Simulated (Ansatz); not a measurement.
Here is the system:

GaN in space group P6_3/mmc (No. 194; Ga on 2d, N on 2b), a = 3.1748 Å, b = 3.1748 Å, c = 7.5231 Å, α = 90.00°, β = 90.00°, γ = 120.00°.

This is the r²SCAN+D4-relaxed structure.

**Question.** All from the program Ansatz at the r²SCAN+D4 level (PAW), unless another level is named. Predict the gap with spin–orbit coupling.

**Answer.** 1.45 eV.

**Question.** Give the electron effective mass.

**Answer.** 0.20, 0.20, 0.35 mₑ (principal values).

**Question.** Next, the weight of the valence-edge state by species (Voronoi cells)?

**Answer.** N 92 %, Ga 8 %.

The first step of the workflow began from a Materials Project structure, measured or hypothetical; the Crystallography Open Database copy checked does not list it. It is not the phase usual at ambient conditions (space group No. 186, 216). Symmetry was held in the r²SCAN+D4 relaxation; phonons on a q-mesh show weakly imaginary modes. Scalar-relativistic: spin–orbit coupling is off unless named, which matters more the heavier the elements.

Potentials: the earlier of the program's two PAW sets.
